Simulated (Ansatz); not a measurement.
Each is relaxed and computed with r²SCAN in the plane-wave PAW code Ansatz. Which alone has a direct gap?
(A) GaN, P6_222 (Ga on 3d, N on 3c)
(B) GaP, zinc blende
(C) Fe2P2O7, P-1 (Pearson symbol aP11)
(D) InGaP2, R3m (In on 3a, Ga on 3a, P on 3a, P on 3a)

D, InGaP2, R3m (In on 3a, Ga on 3a, P on 3a, P on 3a). InGaP2: gap 1.09 eV (direct); GaP: gap 1.84 eV (indirect); Fe2P2O7: gap 1.12 eV (indirect); GaN: gap 1.89 eV (indirect). Spin orders computed, not proven ground states: Fe2P2O7, P-1 (Pearson symbol aP11) ferromagnetic. Typed or built starts, not in the databases checked: GaN, P6_222 (Ga on 3d, N on 3c). Not the usual ambient phase: GaN, P6_222 (Ga on 3d, N on 3c). Standing as an ambient phase not checked: InGaP2, R3m (In on 3a, Ga on 3a, P on 3a, P on 3a); Fe2P2O7, P-1 (Pearson symbol aP11). Perhaps ordered models of mixed-site phases: InGaP2, R3m (In on 3a, Ga on 3a, P on 3a, P on 3a). All cells were relaxed under the symmetry of their starts (and spin orders); stability against distortions was not tested throughout. No Hubbard U is applied. Scalar-relativistic: spin–orbit coupling is off unless named, which matters more the heavier the elements.

Potentials: the later of the program's two PAW sets.
